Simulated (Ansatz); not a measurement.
## Stress against strain in YHg

```yaml
crystal:
  lattice:
    - [3.68200, 0.00000, 0.00000]
    - [0.00000, 3.68200, 0.00000]
    - [0.00000, 0.00000, 3.68200]
  atoms:
    - { symbol: Y, position: [0.50000, 0.50000, 0.50000] }
    - { symbol: Hg, position: [0.00000, 0.00000, 0.00000] }
```

Atoms are numbered in the order listed.

Conventional cell: a = 3.682 Å, b = 3.682 Å, c = 3.682 Å, α = 90.00°, β = 90.00°, γ = 90.00°. Around Y (atom 1) lie 8 Hg at 3.19 Å. Hg (atom 2) is surrounded by 8 Y at 3.19 Å.

The geometry is COD entry 1523310, unchecked; take it as a test cell.

Spin polarisation is left out, and whether a magnetic state lies lower isn't shown here.

No spin–orbit coupling, which matters for the heavy atoms here.

The calculation used DFT, LDA, all-electron LAPW, scalar-relativistic in Ansatz 0.2.0.

Sampling and basis: a Γ-centred 11×11×11 k mesh, Fermi–Dirac smearing of 0.08 eV, basis error target 0.25 meV/atom, no spin polarisation.

The strain is applied along the Cartesian axes of the cell as listed (the other components stay zero). Fractional coordinates are held (clamped ions).

σ is the change of stress from the unstrained cell, which is at -3.48 GPa; tension is positive, so slopes are stress–strain coefficients at that pressure. In a metal the k mesh adds noise.

Only quantities that a quadratic follows smoothly over the whole series are listed; rougher ones are left out.

```tsv
εxx = εyy	σzz (GPa)	σxx (GPa)
-0.0200	-2.49	-3.08
-0.0100	-1.17	-1.47
0.0000	0.00	0.00
0.0200	1.91	2.56
```

(1) Fit the series and read off the stiffness at zero strain.

(2) One run, at εxx = εyy = 0.0100, is withheld. Predict its row.

Answers

(1) Least-squares fits y = p0 + p1 x + p2 x² to the rows give σzz (GPa): p1 = 110, p2 = -730; σxx (GPa): p1 = 141, p2 = -650. So 2 C12 = 110 GPa and C11 + C12 = 141 GPa.

(2) The fits give 1.03, 1.35; the run gave 1.02, 1.34.
